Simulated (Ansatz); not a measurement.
An Ansatz (a program for electronic structure) input:

Ansatz 0.2 input:
```yaml
crystal:
  lattice:
    - [4.8498928383, 0.0, 0.0]
    - [0.0, 4.8498928383, 0.0]
    - [0.0, 0.0, 4.8498928383]
  atoms:
    - { symbol: Al, position: [0.8443504597, 0.8443504597, 0.8443504597] }
    - { symbol: Al, position: [0.6556495403, 0.1556495403, 0.3443504597] }
    - { symbol: Al, position: [0.3443504597, 0.6556495403, 0.1556495403] }
    - { symbol: Al, position: [0.1556495403, 0.3443504597, 0.6556495403] }
    - { symbol: Pd, position: [0.1475361814, 0.1475361814, 0.1475361814] }
    - { symbol: Pd, position: [0.3524638186, 0.8524638186, 0.6475361814] }
    - { symbol: Pd, position: [0.6475361814, 0.3524638186, 0.8524638186] }
    - { symbol: Pd, position: [0.8524638186, 0.6475361814, 0.3524638186] }
kpoints:
  mp_grid: { grid: [6, 6, 6] }
  band_path:
    path:
      - [[0.0, 0.0, 0.0], [0.0, 0.5, 0.0], [0.5, 0.5, 0.0], [0.0, 0.0, 0.0], [0.5, 0.5, 0.5], [0.0, 0.5, 0.0]]  # Γ-X-M-Γ-R-X
      - [[0.5, 0.5, 0.5], [0.5, 0.5, 0.0], [0.5, 0.0, 0.0]]  # R-M-X_1
    npoints: 10
basis: { xc_grid: 2 }
hamiltonian:
  xc: pbesol
  pseudopotentials: { azcp: { folder: ./paw }, kind: paw_fr }
magnetization: { noncollinear: true, spin_orbit: true }
scf:
  n_extra_bands: 16
  convergence: { dr2_threshold: 0.0000000001 }
  occupations: { method: gaussian, width: 0.05 }
output: { eigenvalues: true }
```

How many symmetry operations and irreducible k-points will the run report?

12 operations, 24 of 216 k-points.

With a cutoff of 420 eV, how many plane waves at Γ?

2205.

It took very roughly 2.7 core-minutes on shared server cores.

Space group P2_13. The workflow started from a Materials Project entry (that database holds measured and hypothetical structures alike); the Crystallography Open Database copy checked does not list it. With Al and Pd taken as one species the cell has the higher symmetry Pa-3, so it may be an ordered model of a mixed-site phase. Its standing as an ambient phase is unchecked. Symmetry was held in the PBEsol relaxation; whether a distortion lowers the energy is not shown. No spin polarisation was allowed.

Potentials: the earlier of the program's two PAW sets. The files were generated under PBE; for other functionals the program regenerates the frozen cores, and for LDA and PBEsol the local potential too.

Ansatz is a plane-wave DFT program.
